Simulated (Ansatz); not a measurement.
This run works on a generated trial structure, not on a known crystal.

Input and command of a plane-wave DFT calculation in Ansatz:

```yaml
crystal:
  lattice:
    - [4.4862807276, 2.5901553858, 3.5846161102]
    - [-4.4862807276, 2.5901553858, 3.5846161102]
    - [0.0, -5.1803107715, 3.5846161103]
  atoms:
    - { symbol: Rb, position: [0.7513771468, 0.5, 0.2486228532] }
    - { symbol: Rb, position: [0.2486228532, 0.7513771468, 0.5] }
    - { symbol: Rb, position: [0.5, 0.2486228532, 0.7513771468] }
    - { symbol: Sr, position: [0.1689382692, 0.1689382692, 0.1689382692] }
    - { symbol: Sr, position: [0.8310617308, 0.8310617308, 0.8310617308] }
    - { symbol: P, position: [0.6920286381, 0.0, 0.3079713619] }
    - { symbol: P, position: [0.3079713619, 0.6920286381, 0.0] }
    - { symbol: P, position: [0.0, 0.3079713619, 0.6920286381] }
basis:
  ecutwfc: 500
kpoints:
  mp_grid: { grid: [6, 6, 6] }
hamiltonian:
  xc: r2scan
scf:
  occupations: { method: gaussian, width: 0.1 }
output:
  forces: true
  stress: true
  eigenvalues: true
```

```bash
ansatz run input.yaml --threads 1 --pin off --max-ram 2560MiB --backend cpu --events-out ev --progress --plain --runs-dir out
```

Processor: Arm Neoverse V1, 1 thread, on a host shared with other jobs.

Q: Estimate time, memory and problem size.

A: About 69 s, peak memory 0.94 GiB. It solves 39 bands at 32 k points (after reduction by symmetry) with about 6355 plane waves, in 8 SCF iterations.
